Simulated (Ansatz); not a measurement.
# 6 guesses for RbNa3Te2 and where they end

Theory: Ansatz 0.2.0, DFT PBE, scalar-relativistic, plane waves, PAW. All cells share a 420 eV cutoff and Γ-centred k meshes spaced at most about 0.3 Å⁻¹ (about 0.25 or finer for metals, 2π included). No spin polarisation in the final relaxations.

Each guess was relaxed in cell and atoms at zero pressure, within the symmetry of its start. All energies are static (0 K, no zero-point motion). Coordination counts Te atoms around Na and Rb (those within 1.25 times the shortest such distance or 1.15 times the sum of covalent radii, 1.27 where that leaves under three; the shortest distance is added where it exceeds 1.18 times the sum of covalent radii; a slash parts the counts of unlike sites).

```
guess      made from  start group  V start (Å³/atom)  end group  V end (Å³/atom)  coordination at the end  gap on mesh (eV)  E over the lowest end (meV/atom)
    1  InSn2Te3 type        P-3m1               29.5      P-3m1             34.4             Rb 6, Na 4/6              1.69                                 0
    2  Ce2CoSi3 type        P-6m2               28.5      P-6m2             31.5  Rb 6, Na 6/6 from 3.7 Å              0.26                               338
    3    random cell       I4/mmm               29.2     I4/mmm             52.7  Rb 2, Na 2/8 from 4.5 Å                 0                               913
    4   Y2NiRu3 type         R-3m               30.2       R-3m             37.8               Rb 6, Na 4                 0                               473
    5  Pr2SiRh3 type         R-3m               27.5          ?                ?                        ?                 ?                                 ?
    6  CeAl3Pd2 type       P6/mmm               29.1     P6/mmm             37.3    Rb 6 from 4.3 Å, Na 4                 0                               185
```

Guess 5 as it starts:

```cif
data_structure
_symmetry_space_group_name_H-M 'R-3m:H'
_symmetry_Int_Tables_number 166
_cell_length_a 6.4971
_cell_length_b 6.4971
_cell_length_c 13.5580
_cell_angle_alpha 90.000
_cell_angle_beta 90.000
_cell_angle_gamma 120.000
_cell_volume 495.65
loop_
_atom_site_label
_atom_site_type_symbol
_atom_site_symmetry_multiplicity
_atom_site_Wyckoff_symbol
_atom_site_fract_x
_atom_site_fract_y
_atom_site_fract_z
_atom_site_occupancy
Rb1 Rb 3 a 0.00000 0.00000 0.00000 1
Na1 Na 9 d 0.16667 0.33333 0.83333 1
Te1 Te 6 c 0.33333 0.66667 0.29595 1
```

Q: Fill in the missing row: what does this guess relax into, and where does it rank?

A: It ends in space group R-3m (No. 166), with a = 6.745 Å, c = 24.893 Å, 54.5 Å³/atom and a gap of 1.41 eV. It lies 0.36 eV/atom over the lowest end, above guess 2 and below guess 4. Counting Te atoms around Na and Rb, this end has Rb 6 from 4.4 Å, Na 2 and the lowest (guess 1) has Rb 6, Na 4/6.

```
Rb Na Te
1.0
     3.37240    1.94705    8.29751
    -3.37240    1.94705    8.29751
     0.00000   -3.89411    8.29751
Rb Na Te
1 3 2
Direct
  0.00000 0.00000 0.00000
  0.00000 0.00000 0.50000
  0.50000 0.00000 0.00000
  0.00000 0.50000 0.00000
  0.74568 0.74568 0.74568
  0.25432 0.25432 0.25432
```

The zero of energy is the elements' standard structures at the same level; no fitted shifts are applied.

Q: Is the lowest end bound against the elements?

A: Yes: its formation energy is −0.941 eV/atom. It lies below the elements, which doesn't yet make it stable against other compounds or structures.

These runs have no spin–orbit coupling, which can matter for Te. Kohn–Sham gaps at this level usually fall short of measured ones. The missing spin–orbit coupling can work the other way here. The zero gap of P6/mmm, R-3m at 37.8 Å³/atom, I4/mmm may come from the functional, which often closes small gaps, or the cell may be a true semimetal. The reference form of Te is held partly by dispersion forces, which this level lacks. Cells relaxed within their symmetry can be saddle points. A lower structure may well exist outside this small set. Some structure types and database cells were kept out of the candidates from the start, so a known form may be missing.
